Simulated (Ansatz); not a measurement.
Recipe of this trial structure of MgCl6: random cell by space group and Wyckoff sites (Fm-3m, No. 225). The dimensions are guesses.

```
Mg Cl
1.0
     0.00000    4.57760    4.57760
     4.57760    0.00000    4.57760
     4.57760    4.57760    0.00000
Mg Cl
1 6
Direct
  0.00000 0.00000 0.00000
  0.27014 0.72986 0.72986
  0.72986 0.27014 0.27014
  0.72986 0.27014 0.72986
  0.27014 0.72986 0.27014
  0.72986 0.72986 0.27014
  0.27014 0.27014 0.72986
```

Level of theory: DFT PBE, scalar-relativistic, plane waves, PAW (Ansatz). Cutoff 420 eV, Gaussian smearing, Γ-centred meshes. Cell and atoms relax first on a coarse mesh and then on a finer one. In between, the cell is made exact in the group found at 0.06 Å. In metals the finer mesh still leaves noise of several meV/atom or more. The steps can't lower the symmetry of their start. No spin polarisation.

A guess keeps its type if space group and coordination stay and the shape of the cell changes little (axis ratios within about 15 %, angles within 6°); the volume may change.

Question: Does this structure survive the relaxation?

Answer: It keeps its type. The symmetry stays Fm-3m (No. 225). The volume per atom grows by 8.1 %, from 27.4 to 29.6 Å³. The shortest distance goes from 2.47 Å (Mg–Cl) to 2.45 Å (Mg–Cl). Counting neighbours within 15 % of an atom's shortest distance, the start has Cl 1, Mg 6 and the end Cl 1, Mg 6.

Energies over the elements count from the elements' standard structures at the same level (Cl₂ as a molecule), with no fitted energy shifts.

Question: At what energy does it end?

Answer: −0.23 eV/atom. A negative formation energy is needed for stability but isn't enough: competing phases decide.

The last run used an 8×8×8 mesh for its 7-atom cell and Gaussian smearing of 0.10 eV. Weakly bound directions are ill-defined at this level, which has no dispersion term. The cell is a metal run without spin; a magnetic state may lie lower. Symmetry constrained the relaxation, so the result can be a saddle point.
